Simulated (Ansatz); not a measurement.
## Levels of theory for In₃BAs₄ (ordering on zincblende)

All numbers come from Ansatz. Values at 0 K without nuclear motion; spin polarisation is off, and the phase may be a hypothetical one.

Structure: In₃BAs₄, ordered on the zincblende lattice (Cm) with 8 atoms a cell, at its r2SCAN minimum. The symmetry is Cm (No. 8, monoclinic); a = 13.545 Å, b = 4.072 Å, c = 7.143 Å, β = 99.0° in the conventional setting, 24.32 Å³ an atom. B is surrounded by 4 As at 2.07–2.35 Å; In is surrounded by 4 As at 2.62–2.74 Å; In is surrounded by 4 As at 2.57–2.64 Å; In is surrounded by 4 As at 2.57–2.63 Å; As is surrounded by 2 B at 2.35 Å and 2 In at 2.63–2.74 Å; As is surrounded by 1 B at 2.11 Å and 3 In at 2.64–2.68 Å; As is surrounded by 1 B at 2.07 Å and 3 In at 2.59–2.61 Å; As is surrounded by 4 In at 2.57–2.62 Å.

```cif
data_structure
_symmetry_space_group_name_H-M 'Cm'
_symmetry_Int_Tables_number 8
_cell_length_a 13.5452
_cell_length_b 4.0716
_cell_length_c 7.1426
_cell_angle_alpha 90.000
_cell_angle_beta 98.970
_cell_angle_gamma 90.000
_cell_volume 389.11
loop_
_atom_site_label
_atom_site_type_symbol
_atom_site_symmetry_multiplicity
_atom_site_Wyckoff_symbol
_atom_site_fract_x
_atom_site_fract_y
_atom_site_fract_z
_atom_site_occupancy
B1 B 2 a 0.00187 0.00000 0.01012 1
In1 In 2 a 0.00022 0.50000 0.49997 1
In2 In 2 a 0.24483 0.50000 0.23071 1
In3 In 2 a 0.25659 0.00000 0.76851 1
As1 As 2 a 0.45263 0.00000 0.85895 1
As2 As 2 a 0.44152 0.50000 0.26567 1
As3 As 2 a 0.15657 0.00000 0.05247 1
As4 As 2 a 0.19576 0.50000 0.56360 1
```

Gaps on the r2SCAN cell, each the least over its mesh and the special points:

| level | k mesh | gap (eV) | kind | edges | least direct gap (eV) |
| --- | --- | --- | --- | --- | --- |
| PBE | 6×6×4 | none (overlap 0.01) | – | – | – |
| r2SCAN | 6×6×4 | 0.03 | indirect | Γ–M₂ (0.20) → Γ | 0.04 |
| HSE06 | 4×4×2 | 0.22 | direct | Γ | 0.22 |

All runs use a smearing of 0.02 eV.
Wave cutoffs: 420 eV, 500 eV (r2SCAN).
Points off the special ones are mesh points or PBE's searched band edges, reused at the other levels.

With HSE06 the gap is 0.22 eV and direct, at Γ.

Direct and least gap lie within 0.04 eV at some levels, so the kind of gap isn't settled.

Spin-orbit coupling is left out, which matters wherever the heavy atoms make up the band edges.

Gaps or overlaps of about a tenth of an eV are at the limit of these meshes: between the points read a gap can be smaller or closed.

The meshes of the hybrids are coarse, so their gaps aren't converged to the digits shown.
